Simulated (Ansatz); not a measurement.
Data:

HfSi:
```xyz
8
Lattice="6.8220 0.0000 0.0000 0.0000 3.7588 0.0000 0.0000 0.0000 5.2024" Properties=species:S:1:pos:R:3 pbc="T T T"
Si     0.2945     0.9397     3.3306
Si     3.1165     2.8191     0.7294
Si     3.7055     0.9397     4.4729
Si     6.5275     2.8191     1.8718
Hf     1.1972     0.9397     0.6576
Hf     2.2138     2.8191     3.2587
Hf     4.6082     0.9397     1.9436
Hf     5.6247     2.8191     4.5448
```

This is the PBEsol-relaxed structure.

**Question.** All from PBEsol in the plane-wave PAW code Ansatz, unless another level is named. Predict the electronic character.

**Answer.** metallic (no gap).

**Question.** Next, the density of states at the Fermi level?

**Answer.** 0.17 states/eV per atom (mean over ±0.08 eV).

**Question.** Give the formation energy from the elements (no fitted shifts).

**Answer.** -0.90 eV/atom.

**Question.** And the gap with spin–orbit coupling?

**Answer.** none (metallic).

Space group Pnma. The workflow started from an entry of the Crystallography Open Database (COD). Its standing as an ambient phase is unchecked. Symmetry was held in the PBEsol relaxation; whether a distortion lowers the energy is not shown. No spin polarisation was allowed. The references are the lowest solids computed at this level, not always the standard phases. Spin–orbit coupling is left out wherever it is not named.

Potentials: the later of the program's two PAW sets.
